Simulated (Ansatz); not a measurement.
## HfC: modes against the lattice constant

Computed with DFT LDA, scalar-relativistic, plane waves, PAW in Ansatz. Plane waves to 420 eV; Γ-centred k mesh 16×16×16; Fermi-Dirac smearing of 0.15 eV. No spin polarisation. Phonons by linear response, acoustic sum rule imposed.

The cell is fixed (symmetry leaves no force on the atoms) and stands under 19.7 GPa:
```xyz
2
Lattice="0.0000 2.2365 2.2365 2.2365 0.0000 2.2365 2.2365 2.2365 0.0000" Properties=species:S:1:pos:R:3 pbc="T T T"
Hf    0.0000    0.0000    0.0000
C     2.2365    2.2365    2.2365
```

The cell is the ideal cubic rocksalt prototype. In a metal, frequencies and elastic constants depend on the k mesh and the smearing, soft modes and shear constants most. Spin–orbit coupling is left out, which can shift energies with elements as heavy as these.

How do the optical zone-centre modes (counted from the lowest optical one, degenerate ones once; i marks imaginary ones) of this metal change over a = 4.395, 4.473, 4.573 and 4.660 Å?

Answers

| a (Å) | 4.395 | 4.473 | 4.573 | 4.660 |
| --- | --- | --- | --- | --- |
| pressure (GPa) | 39.2 | 19.7 | 0.0 | -13.2 |
| mode 1 (cm⁻¹) | 575 | 526 | 464 | 411 |

Cost: 4 runs of about 4 core-minutes in all, on Intel Xeon 6975P-C (Granite Rapids), Arm Neoverse N1 (shared hosts).